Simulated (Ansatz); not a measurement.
Cell and atoms are relaxed with the symmetry kept. Start:

Space group I4/mmm (No. 139). a = 5.292 Å, b = 5.292 Å, c = 7.469 Å, α = 90.00°, β = 90.00°, γ = 90.00°
```
atom site symmetry x y z
  Ca    2a     4/mmm  0.0000  0.0000  0.0000
  Mg    2b     4/mmm  0.0000  0.0000  0.5000
  Mg    4d      -4m2  0.5000  0.0000  0.2500
```

Computed with Ansatz, DFT LDA, scalar-relativistic, plane waves, PAW.

Settings: cutoff 420 eV, Γ-centred mesh 12×12×12 on the computed 4-atom cell, Gaussian smearing of 0.10 eV; no spin polarisation.

Problem. What does it relax to?

Solution. The volume falls by 1.89 Å³/atom to 24.26 Å³/atom, and the energy falls by 13.9 meV/atom. Final structure:
Space group Fm-3m (No. 225). a = 7.294 Å, b = 7.294 Å, c = 7.294 Å, α = 90.00°, β = 90.00°, γ = 90.00°
```csv
atom,site,symmetry,x,y,z
Ca,4a,m-3m,0.0000,0.0000,0.0000
Mg,4b,m-3m,0.0000,0.0000,0.5000
Mg,8c,-43m,0.2500,0.7500,0.2500
```